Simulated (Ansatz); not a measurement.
Input:

GePd:
Space group Pm-3m (No. 221); a = b = c = 3.175 Å, α = β = γ = 90.00°

| atom | site | symmetry | x | y | z |
|---|---|---|---|---|---|
| Pd | 1a | m-3m | 0.0000 | 0.0000 | 0.0000 |
| Ge | 1b | m-3m | 0.5000 | 0.5000 | 0.5000 |

This is the PBE-relaxed structure.

Problem. All from PBE (plane waves, PAW; program Ansatz), unless another level is named. Predict the electronic character.

Solution. metallic (no gap).

Problem. What about the formation energy from the elements (no fitted shifts)?

Solution. -248 meV/atom.

Problem. And the density of states at the Fermi level?

Solution. 0.48 states/eV per atom (mean over ±0.08 eV).

Problem. And the gap with spin–orbit coupling?

Solution. none (metallic).

The cell is a constructed one: a structure type filled with these elements; neither database checked (COD, Materials Project) lists it. COD files the formula under space group No. 62, so this cell is another polymorph or a model. Its standing as an ambient phase is unchecked. Symmetry was held in the PBE relaxation; its stability against distortions is not shown here. No spin polarisation was allowed. The references are the lowest solids computed at this level, not always the standard phases. Spin–orbit coupling is left out wherever it is not named.

Potentials: the earlier of the program's two PAW sets.
